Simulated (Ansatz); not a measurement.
Relaxing a structure of Rb3NbO8

The start is a relaxed Rb3NbO8 cell shaken by Gaussian noise of σ = 0.08 Å a coordinate. The cell and all atomic positions are relaxed at zero pressure with r2SCAN (plane waves to 500 eV, PAW, scalar-relativistic; Ansatz, a quantum-chemistry and plane-wave program). The first steps use a coarse 4×4×4 k-mesh.

The start:
```
Rb3NbO8
1.0
   -3.55030     3.55030     3.98079
    3.55030    -3.55030     3.98079
    3.55030     3.55030    -3.98079
Rb Nb O
3 1 8
Direct
  0.49393   0.48742   0.99258
  0.23336   0.73552   0.48063
  0.76552   0.24495   0.53048
  0.01952   0.00276   0.02712
  0.93536   0.64559   0.99611
  0.32779   0.32925   0.26944
  0.68063   0.93616   0.99331
  0.05912   0.03400   0.72642
  0.78100   0.21028   0.01732
  0.81190   0.82720   0.60066
  0.21226   0.79830   0.03114
  0.25222   0.23839   0.40118
```

```json
{
  "largest_initial_force": "4.97 eV/Å, on O12 (atoms numbered as listed)",
  "energy_released": "0.13 eV/atom",
  "band_gap_at_the_end": "3.33 eV, indirect (valence top at X, conduction bottom at M) (no spin-orbit coupling)",
  "optimiser_moves": "8"
}
```

Final structure:

```cif
data_Nb2O16Rb6
_chemical_formula_sum 'Rb6 Nb2 O16'
_space_group_name_H-M_alt 'I-42m'
_space_group_IT_number 121
_space_group_name_Hall 'I -4 2'
_cell_length_a 7.09978
_cell_length_b 7.09978
_cell_length_c 7.96418
_cell_angle_alpha 90.000
_cell_angle_beta 90.000
_cell_angle_gamma 90.000
loop_
_atom_site_label
_atom_site_type_symbol
_atom_site_symmetry_multiplicity
_atom_site_Wyckoff_symbol
_atom_site_fract_x
_atom_site_fract_y
_atom_site_fract_z
_atom_site_occupancy
Rb1 Rb 2 b 0.00000 0.00000 0.50000 1
Rb2 Rb 4 d 0.00000 0.50000 0.25000 1
Nb1 Nb 2 a 0.00000 0.00000 0.00000 1
O1 O 8 i 0.36475 0.36475 0.31491 1
O2 O 8 i 0.29551 0.29551 0.47947 1
```
(The calculation used a cell of 12 atoms; values per cell refer to that cell.)

Final values are on a 6×6×6 k-mesh of the relaxed cell. The relaxed cell holds bonded O–O pairs (1.48 Å). No spin polarisation in the result.

The cell that was disturbed is our relaxation of an entry of Materials Project.
